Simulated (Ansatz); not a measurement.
TiSi:
Space group Cmmm (No. 65); a = 3.5760 Å, b = 4.0930 Å, c = 3.7622 Å, α = β = γ = 90.00°

```tsv
atom	site	symmetry	x	y	z
Ti	2b	mmm	0.0000	0.5000	0.0000
Si	2d	mmm	0.5000	0.5000	0.5000
```
(The calculation used a cell of 2 atoms; values per cell refer to that cell.)

Relaxed with LDA.

Which orbitals make up the states near the Fermi level in the program Ansatz at the LDA level (PAW)?

Within 0.5 eV of the Fermi level: Ti 3d 75 %, Si 3p 12 %, outside the projected shells 5 %. Projections are on Löwdin-orthogonalised atomic valence shells; empty p or d shells of many metals are not among them.

Tabulate the density of states.

States/eV per cell of 2 atoms, in 0.25 eV bins, energy from the Fermi level.

| E (eV) | total | Ti 3d | Si 3p | Si 3s |
|---|---|---|---|---|
| -7.85 | 0.51 | 0.08 | 0.10 | 0.31 |
| -7.60 | 0.38 | 0.07 | 0.09 | 0.21 |
| -7.35 | 0.31 | 0.06 | 0.08 | 0.17 |
| -7.10 | 0.27 | 0.05 | 0.07 | 0.14 |
| -6.85 | 0.23 | 0.05 | 0.06 | 0.11 |
| -6.60 | 0.22 | 0.05 | 0.06 | 0.10 |
| -6.35 | 0.28 | 0.06 | 0.11 | 0.09 |
| -6.10 | 0.33 | 0.07 | 0.14 | 0.08 |
| -5.85 | 0.36 | 0.07 | 0.17 | 0.07 |
| -5.60 | 0.37 | 0.06 | 0.21 | 0.05 |
| -5.35 | 0.42 | 0.07 | 0.26 | 0.04 |
| -5.10 | 0.53 | 0.08 | 0.34 | 0.04 |
| -4.85 | 0.62 | 0.09 | 0.42 | 0.04 |
| -4.60 | 0.82 | 0.17 | 0.53 | 0.04 |
| -4.35 | 0.93 | 0.22 | 0.56 | 0.05 |
| -4.10 | 1.02 | 0.27 | 0.59 | 0.05 |
| -3.85 | 1.03 | 0.34 | 0.56 | 0.04 |
| -3.60 | 1.00 | 0.38 | 0.52 | 0.04 |
| -3.35 | 1.23 | 0.44 | 0.67 | 0.03 |
| -3.10 | 1.69 | 0.62 | 0.93 | 0.04 |
| -2.85 | 1.83 | 0.75 | 0.96 | 0.03 |
| -2.60 | 1.06 | 0.48 | 0.51 | 0.03 |
| -2.35 | 0.67 | 0.31 | 0.31 | 0.02 |
| -2.10 | 0.56 | 0.26 | 0.24 | 0.02 |
| -1.85 | 0.61 | 0.30 | 0.25 | 0.03 |
| -1.60 | 0.69 | 0.38 | 0.23 | 0.03 |
| -1.35 | 1.14 | 0.77 | 0.25 | 0.05 |
| -1.10 | 1.75 | 1.30 | 0.27 | 0.05 |
| -0.85 | 2.00 | 1.56 | 0.27 | 0.04 |
| -0.60 | 1.60 | 1.24 | 0.21 | 0.04 |
| -0.35 | 1.17 | 0.88 | 0.16 | 0.03 |
| -0.10 | 1.02 | 0.75 | 0.13 | 0.03 |
| 0.15 | 1.09 | 0.82 | 0.12 | 0.03 |
| 0.40 | 1.34 | 1.03 | 0.15 | 0.03 |
| 0.65 | 1.55 | 1.21 | 0.17 | 0.03 |
| 0.90 | 1.59 | 1.26 | 0.16 | 0.04 |
| 1.15 | 1.69 | 1.38 | 0.14 | 0.04 |
| 1.40 | 2.00 | 1.64 | 0.15 | 0.04 |
| 1.65 | 2.45 | 2.01 | 0.21 | 0.07 |
| 1.90 | 2.97 | 2.50 | 0.22 | 0.07 |
| 2.15 | 2.29 | 1.93 | 0.18 | 0.05 |
| 2.40 | 1.70 | 1.34 | 0.18 | 0.06 |
| 2.65 | 1.42 | 1.02 | 0.20 | 0.09 |
| 2.90 | 1.47 | 1.03 | 0.24 | 0.09 |
| 3.15 | 1.45 | 0.94 | 0.27 | 0.12 |
| 3.40 | 1.43 | 0.84 | 0.27 | 0.20 |
| 3.65 | 2.10 | 1.21 | 0.38 | 0.33 |
| 3.90 | 1.85 | 1.08 | 0.38 | 0.22 |
| 4.15 | 1.26 | 0.68 | 0.30 | 0.15 |
| 4.40 | 1.04 | 0.51 | 0.30 | 0.11 |
| 4.65 | 0.98 | 0.41 | 0.34 | 0.08 |

The first step of the workflow began from a Materials Project structure, measured or hypothetical; the Crystallography Open Database copy checked does not list it. COD files the formula under space group No. 25. Whether it is the stable phase at ambient conditions was not checked. The cell was relaxed with LDA under the symmetry of its start; whether a distortion lowers the energy is not shown. The run is not spin-polarised.

Potentials: the earlier of the program's two PAW sets. The files were generated under PBE; for other functionals the program regenerates the frozen cores, and for LDA and PBEsol the local potential too.
